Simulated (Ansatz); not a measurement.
# AlInSb₂: zone-centre modes

Level of theory: DFT PBEsol, scalar-relativistic, plane waves, PAW in Ansatz. Settings: plane waves to 420 eV, k-mesh 8×8×6 (Γ-centred), Gaussian smearing 0.03 eV. No spin polarisation.

Reference structure (as given, not relaxed at this level, and it needn't be the usual structure):

```
Al In Sb
1.0
     4.50617    0.00000    0.00000
     0.00000    4.50617    0.00000
     0.00000    0.00000    6.34882
Al In Sb
1 1 2
Cartesian
  0.0000 0.0000 0.0000
  2.2531 2.2531 3.1744
  0.0000 2.2531 1.4816
  2.2531 0.0000 4.8672
```

Harmonic modes by finite displacements of 0.02 Å, without the LO–TO term.

Q: At this geometry, is the structure stable against these modes?

A: Yes: no mode is imaginary beyond 10 cm⁻¹, and only the three translations lie near zero.

Q: List the wavenumbers in cm⁻¹.

A: 0, 0, 0, 49, 49, 141, 168, 171, 171, 287, 287, 302.

Cost: 1 run of about 3.9 core-minutes, on Arm Neoverse V2 (shared hosts).